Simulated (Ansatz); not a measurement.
Surface calculation: CsCl AlCo (110), 2 layers

The slab is cut from the CsCl crystal, which needn't be the stable phase, as relaxed on PAW files (11.61 Å³/atom), with 16 Å of vacuum and a dipole correction:

```yaml
crystal:
  lattice:
    - [2.85282, 0.00000, 0.00000]
    - [0.00000, 4.03450, 0.00000]
    - [0.00000, 0.00000, 18.01720]
  atoms:
    - { symbol: Co, position: [0.75000, 0.00000, 0.44402] }
    - { symbol: Al, position: [0.25000, 0.50000, 0.44402] }
    - { symbol: Co, position: [0.75000, 0.50000, 0.55598] }
    - { symbol: Al, position: [0.25000, 0.00000, 0.55598] }
```

Computed with Ansatz 0.2.0; functional PBE, scalar-relativistic. Settings: a Γ-centred 13×9×1 k mesh, Fermi–Dirac smearing of 0.1 eV, no spin polarisation. Methods: LAPW: all electrons, basis error target 1 meV/atom; PAW: frozen-core files, cutoff 420 eV.

The bulk energy comes from a cell in the slab's orientation on a 13×9×9 mesh. The surface energy is (E(slab) − N·E(bulk))/2A at zero smearing, the mean of both faces; thin slabs carry quantum-size effects.

Spin polarisation is left out, though a magnetic state may lie lower.

As cut, the LAPW slab lies 3.305 eV above 4 atoms of bulk. What surface energy is that?

Over two faces of 11.51 Å² it is 143.6 meV/Å², and times 16.02 J/m² per eV/Å² that gives γ = 2.300 J/m².

| method | γ as cut (J/m²) | γ relaxed (J/m²) | Φ as cut (eV) | Φ relaxed (eV) |
| --- | --- | --- | --- | --- |
| LAPW | 2.300 | 2.269 | 4.81 | 4.72 |

How do the spacings between the planes relax?

From the bottom face up: d12 +0.5 % of 2.017 Å. The outer plane rumples by 0.229 Å.

What changes if the vacuum is set to 13 Å?

LAPW then gives: no gap, work function 4.72 eV; PAW: no gap, work function 4.72 eV.
